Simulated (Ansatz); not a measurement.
GaSb:
```cif
data_Ga4Sb4
_chemical_formula_sum 'Ga4 Sb4'
_space_group_name_H-M_alt 'F-43m'
_space_group_IT_number 216
_space_group_name_Hall 'F -4 2 3'
_cell_length_a 6.13258
_cell_length_b 6.13258
_cell_length_c 6.13258
_cell_angle_alpha 90.000
_cell_angle_beta 90.000
_cell_angle_gamma 90.000
loop_
_atom_site_label
_atom_site_type_symbol
_atom_site_symmetry_multiplicity
_atom_site_Wyckoff_symbol
_atom_site_fract_x
_atom_site_fract_y
_atom_site_fract_z
_atom_site_occupancy
Ga1 Ga 4 a 0.00000 0.00000 0.00000 1
Sb1 Sb 4 d 0.75000 0.75000 0.75000 1
```
(The calculation used a cell of 2 atoms; values per cell refer to that cell.)

Relaxed with r²SCAN.

Which orbitals make up the states near the band edges in plane-wave PAW r²SCAN (Ansatz code)?

Top 1 eV of the valence band: Sb 5p 69 %, Ga 4p 28 %. Bottom 1 eV of the conduction band: Ga 4s 31 %, Sb 5p 29 %, Ga 4p 21 %, Sb 5s 15 %, outside the projected shells 5 %. Projections are on Löwdin-orthogonalised atomic valence shells; empty p or d shells of many metals are not among them.

Tabulate the density of states.

States/eV per cell of 2 atoms, in 0.25 eV bins, energy from the valence-band maximum.

```
E (eV)  total  Sb 5p  Ga 4p  Ga 4s
------  -----  -----  -----  -----
-7.85    0.00   0.00   0.00   0.00
-7.60    0.00   0.00   0.00   0.00
-7.35    0.00   0.00   0.00   0.00
-7.10    0.00   0.00   0.00   0.00
-6.85    0.73   0.29   0.01   0.41
-6.60    1.34   0.52   0.07   0.67
-6.35    1.61   0.63   0.19   0.66
-6.10    0.84   0.32   0.09   0.33
-5.85    0.62   0.24   0.07   0.23
-5.60    0.48   0.18   0.06   0.17
-5.35    0.40   0.15   0.05   0.14
-5.10    0.33   0.13   0.04   0.11
-4.85    0.27   0.11   0.03   0.09
-4.60    0.24   0.09   0.03   0.07
-4.35    0.20   0.08   0.02   0.06
-4.10    0.17   0.07   0.02   0.05
-3.85    0.17   0.07   0.03   0.04
-3.60    1.26   0.69   0.48   0.05
-3.35    1.34   0.73   0.50   0.06
-3.10    1.16   0.63   0.43   0.06
-2.85    1.34   0.74   0.50   0.05
-2.60    1.75   1.00   0.65   0.05
-2.35    1.67   0.98   0.61   0.04
-2.10    1.57   0.94   0.56   0.04
-1.85    1.52   0.93   0.53   0.03
-1.60    1.44   0.90   0.48   0.03
-1.35    1.37   0.88   0.45   0.02
-1.10    0.93   0.61   0.29   0.01
-0.85    0.59   0.40   0.17   0.01
-0.60    0.40   0.28   0.11   0.00
-0.35    0.22   0.16   0.05   0.00
-0.10    0.07   0.05   0.01   0.00
0.15     0.00   0.00   0.00   0.00
0.40     0.00   0.00   0.00   0.00
0.65     0.00   0.00   0.00   0.00
0.90     0.05   0.01   0.01   0.02
1.15     0.23   0.06   0.05   0.07
1.40     0.65   0.21   0.14   0.19
1.65     1.12   0.37   0.26   0.29
1.90     1.84   0.64   0.47   0.43
2.15     2.01   0.69   0.53   0.45
2.40     1.22   0.41   0.33   0.25
2.65     0.79   0.26   0.21   0.15
2.90     0.85   0.22   0.32   0.12
3.15     1.17   0.25   0.55   0.11
3.40     1.01   0.20   0.55   0.06
3.65     1.11   0.25   0.62   0.05
3.90     2.22   0.55   1.19   0.07
4.15     1.44   0.38   0.74   0.06
4.40     1.27   0.35   0.62   0.06
4.65     1.15   0.33   0.56   0.04
4.90     1.77   0.48   0.76   0.05
5.15     1.53   0.41   0.62   0.05
```

The r²SCAN relaxation kept the symmetry of its start. Scalar-relativistic: spin–orbit coupling is off unless named, which matters more the heavier the elements.

Potentials: the earlier of the program's two PAW sets.
